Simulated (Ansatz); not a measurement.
## Migration of Zn in ZnS

These are results of DFT PBE, scalar-relativistic, plane waves, PAW (Ansatz), not measurements. Run with 420 eV cutoff, 2×2×2 k-mesh, Gaussian smearing of 0.02 eV, no spin polarisation.

Host crystal, relaxed:

```
Zn S
1.0
     0.00000    2.72115    2.72115
     2.72115    0.00000    2.72115
     2.72115    2.72115    0.00000
Zn S
1 1
Cartesian
  0.0000 0.0000 0.0000
  4.0817 4.0817 4.0817
```

In a supercell of 16 host sites with charge -2, Zn trades places with a neighbouring Zn vacancy, moving 3.85 Å between the relaxed ends. Climbing-image nudged elastic band at fixed cell with images 0 (start) to 4 (end), the path measured over all atoms, converged to 0.05 eV/Å; the order of the saddle wasn't checked, and the small cell leaves errors of about a tenth of an eV.

Supercell rows in host cell vectors: 0 -2 2; 0 0 2; -2 0 2. Zn was set at (0.000, 0.000, 0.000) of the host cell.

At the relaxed start Zn has 2 S at 2.31 Å, 2 S at 2.43 Å.

Task: What barrier does the band give, and what surrounds the atom at the top?

Result: 1.56 eV at image 2, where Zn has 1 S at 2.28 Å, 4 S at 2.66 Å.

Cost: 1 run of about 4.7 core-minutes, on Intel Xeon 6975P-C (Granite Rapids) (shared hosts).